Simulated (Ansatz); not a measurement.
Polymorphs of SiNi$_{2}$, each relaxed with the program Ansatz at the r²SCAN level (PAW):

A: P6_3/mmc
a = b = 3.8695 Å, c = 4.9266 Å, α = β = 90.00°, γ = 120.00°

```
atom  site  symmetry       x       y       z
----  ----  --------  ------  ------  ------
Si      2d      -6m2  0.6667  0.3333  0.2500
Ni      2c      -6m2  0.3333  0.6667  0.2500
Ni      2a      -3m.  0.0000  0.0000  0.0000
```

B: Pnma
a = 4.9475 Å, b = 3.6926 Å, c = 7.0023 Å, α = β = γ = 90.00°

```csv
atom,site,symmetry,x,y,z
Ni,4c,.m.,0.0421,0.2500,0.7051
Ni,4c,.m.,0.1702,0.2500,0.0599
Si,4c,.m.,0.2112,0.2500,0.3853
```

Q: Order them by energy per atom at 0 K (lowest first) at the level r²SCAN.

A: B (+0 meV/atom), A (+50 meV/atom)

Standing as an ambient phase not checked: A. Began spin-polarised and lost the moments: B. All cells were relaxed under the symmetry of their starts (and spin orders); stability against distortions was not tested throughout. Rows with no word on spin ran without spin polarisation.

Energies hold the estimated change up to a 700 eV cutoff; steps of a few meV lie near the error of the meshes.

Potentials: the later of the program's two PAW sets.
